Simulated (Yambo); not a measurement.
Yambo run on CsO (space group Immm, No. 71). The wavefunctions come from this Quantum ESPRESSO step (PBEsol, PseudoDojo standard norm-conserving files, scalar-relativistic):

```
&CONTROL
  calculation = 'nscf'
  pseudo_dir = './pseudo'
  outdir = './out'
/
&SYSTEM
  ibrav = 0
  nat = 4
  ntyp = 2
  ecutwfc = 84.0
  ecutrho = 336.0
  occupations = 'fixed'
  force_symmorphic = .true.
  nbnd = 111
/
&ELECTRONS
  conv_thr = 4e-09
  diago_full_acc = .true.
  diago_thr_init = 1e-08
/
ATOMIC_SPECIES
O 15.9990 O.upf
Cs 132.9055 Cs.upf
CELL_PARAMETERS angstrom
 -2.134232392000   3.177514999000   3.717739605000
  2.134232392000  -3.177514999000   3.717739605000
  2.134232392000   3.177514999000  -3.717739605000
ATOMIC_POSITIONS crystal
O   0.616652357500   0.000000000000   0.616652357500
O   0.383347642500   0.000000000000   0.383347642500
Cs   0.254740481000   0.254740481000   0.000000000000
Cs   0.745259519000   0.745259519000   0.000000000000
K_POINTS automatic
4 4 4 0 0 0
```

Yambo input:

```
rim_cut
gw0
dyson
el_el_corr
HF_and_locXC
ppa
em1d
RandQpts= 1000000
RandGvec= 1 Ry
EXXRLvcs= 84 Ry
VXCRLvcs= 336 Ry
Chimod= "HARTREE"
% BndsRnXp
 1 | 110 |
%
NGsBlkXp= 6 Ry
% LongDrXp
 1.0 | 1.0 | 1.0 |
%
PPAPntXp= 27.2114 eV
% GbndRnge
 1 | 110 |
%
GTermKind= "BG"
DysSolver= "n"
ExtendOut
% QPkrange
 1 | 1 | 15 | 16 |
 3 | 3 | 15 | 16 |
 8 | 8 | 15 | 16 |
 10 | 10 | 15 | 16 |
 11 | 11 | 15 | 16 |
 18 | 18 | 15 | 16 |
%
```

k points by index: 1 = Γ, 3 = (0, 0, -0.5), 8 = (0, -0.5, 0), 10 = (0, -0.5, -0.5), 11 = (0.25, 0.25, 0.25), 18 = (-0.5, -0.5, -0.5).

Table of the .qp output:

```
#    K-point    Band    Eo [eV]    E [eV]    E-Eo [eV]    Vxc [eV]    Vnlxc [eV]    Sc|Eo [eV]    Sc|E [eV]    dSc/dw|Eo [eV]    Re(Z)    Im(Z)
#
    1    15    0.000000    -0.859292    -0.859292    -19.53758    -25.08994    4.444680    4.693060    -7.864065    0.775793    -0.001489
    1    16    1.868325    2.388720    0.520395    -7.411328    -3.474097    -3.333184    -3.416836    -4.373325    0.861536    -0.959176E-3
    3    15    -0.773174    -1.739797    -0.966622    -17.12703    -22.31286    3.950757    4.219201    -7.555669    0.782674    -0.001600
    3    16    2.677636    3.498416    0.820780    -9.395515    -5.021565    -3.407700    -3.553171    -4.822243    0.849462    -0.001014
    8    15    -0.412215    -1.338240    -0.926025    -18.37788    -23.80609    4.239366    4.502179    -7.721438    0.778960    -0.001554
    8    16    2.809159    3.305860    0.496701    -7.227146    -3.411626    -3.238423    -3.318819    -4.403638    0.860710    -0.888122E-3
    10    15    -0.487854    -1.431547    -0.943693    -18.47903    -24.08558    4.390626    4.662858    -7.848402    0.776139    -0.001568
    10    16    2.552799    3.146852    0.594053    -8.410337    -4.393147    -3.320564    -3.423137    -4.697677    0.852778    -0.001014
    11    15    -0.699661    -1.651383    -0.951722    -17.54811    -22.83516    4.068231    4.335321    -7.635260    0.780886    -0.001588
    11    16    3.195563    4.228888    1.033326    -11.25821    -6.328274    -3.694148    -3.896613    -5.330972    0.836182    -0.001314
    18    15    -0.513191    -1.408140    -0.894948    -18.75891    -24.38027    4.463533    4.726410    -7.991428    0.772986    -0.001571
    18    16    1.989976    2.541866    0.551890    -7.172303    -3.267218    -3.265496    -3.353195    -4.323318    0.862902    -0.951241E-3
```
(The two width columns are left out.) Convergence of these settings isn't established.

Geometry relaxed with PBEsol.

The structure is a Materials Project entry; no match was found in the copy of COD used, and its stability was not checked.
